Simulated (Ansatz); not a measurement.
ZrS2 (fluorite, Fm-3m) under volume change, PBE in the plane-wave PAW code Ansatz, scaled uniformly.

```csv
V (Å³/atom),E − E(relaxed) (meV/atom),P (GPa)
18.629,?,?
19.243,26.5,7.28
19.857,6.3,3.36
20.471,0.0,0.00
21.086,5.7,-2.88
21.700,?,?
22.314,46.3,-7.49
```

Q: What belongs in the gaps?

A: 
- 18.629, E − E(relaxed) (meV/atom): 62.9
- 18.629, P (GPa): 11.86
- 21.700, E − E(relaxed) (meV/atom): 21.6
- 21.700, P (GPa): -5.36

Q: What does a third-order Birch–Murnaghan fit give for V₀, B₀ and B′?

A: V₀ = 20.47 Å³/atom, B₀ = 104 GPa, B′ = 4.1.

The cell is a constructed one: a structure type filled with these elements; neither database checked (COD, Materials Project) lists it. Its standing as an ambient phase is unchecked. The PBE relaxation kept the symmetry of its start; whether a distortion lowers the energy is not shown. No spin polarisation was allowed. Scalar-relativistic: spin–orbit coupling is off unless named, which matters more the heavier the elements.

Potentials: the later of the program's two PAW sets.
